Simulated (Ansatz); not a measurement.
SiGe₃:
```xyz
4
Lattice="3.9665 0.0000 0.0000 0.0000 3.9665 0.0000 0.0000 0.0000 5.5942" Properties=species:S:1:pos:R:3 pbc="T T T"
Si     0.0000     0.0000     0.0000
Ge     1.9833     0.0000     1.3655
Ge     1.9833     1.9833     2.7971
Ge     0.0000     1.9833     4.2287
```

Relaxed with PBEsol. Plane-wave PAW PBEsol (Ansatz code) gives a gap of 0.22 eV.

**Question.** What gap does HSE06 give on the same cell (Ansatz, PAW)?

**Answer.** 0.94 eV, 0.72 eV more. The hybrid was solved on a coarser mesh and at special points; the gap given is the minimum over both.

| k | v1 PBEsol | c1 PBEsol | v1 HSE06 | c1 HSE06 |
|---|---|---|---|---|
| Γ | 0.00 | 0.59 | (withheld) | (withheld) |
| Z | -1.89 | 0.74 | (withheld) | (withheld) |
| M | -2.96 | 0.41 | (withheld) | (withheld) |
| A | -3.91 | 4.25 | -4.21 | 5.15 |
| R | -1.20 | 0.22 | -1.29 | 0.94 |
| X | -1.34 | 1.88 | (withheld) | (withheld) |

**Question.** Top valence (v1) and lowest conduction level (c1) in eV from each method's valence maximum (which need not be a listed point): supply the withheld HSE06 values.

**Answer.** 
- M, v1 HSE06: -3.20
- M, c1 HSE06: 1.03
- Γ, v1 HSE06: 0.00
- Γ, c1 HSE06: 1.21
- X, v1 HSE06: -1.43
- X, c1 HSE06: 2.63
- Z, v1 HSE06: -2.02
- Z, c1 HSE06: 1.38

Cost on shared cores: the PBEsol run (SCF on a 7×7×5 mesh, then bands and DOS) very roughly 70 core-seconds, the HSE06 run (SCF on 5×5×4, then a few points) about 2.8 core-minutes (a rough figure); the tasks are unlike.

Space group P-4m2. The start of the workflow was typed in or built on a structure type; neither database checked (COD, Materials Project) lists it. Its standing as an ambient phase is unchecked. Symmetry was held in the PBEsol relaxation; its stability against distortions is not shown here. Spin–orbit coupling is left out wherever it is not named.

Potentials: the earlier of the program's two PAW sets. The files were generated under PBE; for other functionals the program regenerates the frozen cores, and for LDA and PBEsol the local potential too.
